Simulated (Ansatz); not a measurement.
An elastic tensor (GPa, Voigt order, standard axes) from the program Ansatz at the r²SCAN level (PAW):

```
187  207  207  0.0  0.0  0.0
207  187  207  0.0  0.0  0.0
207  207  187  0.0  0.0  0.0
0.0  0.0  0.0  155  0.0  0.0
0.0  0.0  0.0  0.0  155  0.0
0.0  0.0  0.0  0.0  0.0  155
```

Task: Which compound is it?
(A) AlN, rock salt
(B) Al, Fd-3m (Al on 8a, Al on 16d)
(C) AlNi3, Fm-3m (Al on 4b, Ni on 8c, Ni on 4a)
(D) Al2Au, fluorite or antifluorite type

Result: C, AlNi3, Fm-3m (Al on 4b, Ni on 8c, Ni on 4a)

The workflow started from a Materials Project entry (that database holds measured and hypothetical structures alike); the Crystallography Open Database copy checked does not list it. With Al and Ni taken as one species the cell has the higher symmetry Im-3m, so it may be an ordered model of a mixed-site phase. It is not the phase usual at ambient conditions (space group No. 221). The cell was relaxed with r²SCAN under the symmetry of its start. At this level the phase is mechanically unstable. The run is not spin-polarised. As this level gives no gap, shear constants depend on the k-mesh and smearing (Fermi–Dirac, 0.1 eV here).

Potentials: the later of the program's two PAW sets.
